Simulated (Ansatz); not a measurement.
AgW:
```
CELL_PARAMETERS angstrom
      1.35150    -5.51996     0.00000
      1.35150     5.51996     0.00000
      0.00000     0.00000     4.47834
ATOMIC_POSITIONS crystal
  Ag 0.68584 0.31416 0.25000
  W  0.94169 0.05831 0.25000
  Ag 0.31416 0.68584 0.75000
  W  0.05831 0.94169 0.75000
```

Relaxed with r²SCAN.

### Question
Give the Bader charges and basin volumes of the independent atoms, plane-wave PAW r²SCAN (Ansatz code).

### Answer


```json
[
 {"atom": "Ag1", "Bader charge (e)": "-0.23", "Bader volume (Å³)": "16.4"},
 {"atom": "W2", "Bader charge (e)": "+0.23", "Bader volume (Å³)": "17.0"}
]
```

Space group Cmcm. The start of the workflow was typed in or built on a structure type; neither database checked (COD, Materials Project) lists it. Whether it is the stable phase at ambient conditions was not checked. The r²SCAN relaxation kept the symmetry of its start; whether a distortion lowers the energy is not shown. The run is not spin-polarised. Its formation energy is positive at this level, so the cell may be metastable or incomplete. Spin–orbit coupling is left out wherever it is not named.

Potentials: the later of the program's two PAW sets.
